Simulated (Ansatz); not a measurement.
Relaxed CuAu (CuAu type, space group P4/mmm):

```
CuAu
1.0
    2.88152     0.00000     0.00000
    0.00000     2.88152     0.00000
    0.00000     0.00000     3.61476
Cu Au
1 1
Direct
  0.50000   0.50000   0.50000
  0.00000   0.00000   0.00000
```

In each cell atom 2 (Au, nearest neighbour Cu at 2.724 Å; its periodic images, 2.9 Å or more away, move with it) moves by s·(1.000, 0.000, 0.000) (along Cartesian x), the rest being held.

Computed with PBE (plane waves to 420 eV, PAW, scalar-relativistic; Ansatz, an electronic-structure program). k mesh 13×13×10 (Γ-centred), Fermi-Dirac smearing 0.05 eV. The energy includes the smearing's −TS. With partly filled bands, energies and forces of such displacements shift with the k mesh and the smearing. CuAu is run without spin polarisation. CuAu was relaxed with its symmetry unable to fall. Spin-orbit coupling is left out, though Au is heavy. ΔE is measured from the undisplaced structure. The last digit holds for this mesh only.

```tsv
s (Å)	ΔE (meV/cell)
-0.270	withheld
-0.216	78.9
-0.162	44.7
-0.108	19.9
-0.054	5.0
0.000	0.0
0.054	5.0
0.108	19.9
0.162	44.7
0.216	78.9
0.270	withheld
```

Q: Fit an even polynomial form (powers 2, 4) to the given rows and predict ΔE at s = -0.270.

A: Least squares on the 9 given rows: ΔE = (1716)·s² + (-527.6)·s⁴, in meV/cell with s in Å; root-mean-square residual 0.03 meV/cell. At -0.270 the fit gives 122.3 meV/cell; the calculation gives 122.5 meV/cell, so the extrapolation is off by -0.2 (-0.2 %). The quadratic term alone would give 125.1 meV/cell.

(For displaced atoms, the force is minus the slope of the energy, and its curvature is a force constant, which sets phonon frequencies.)
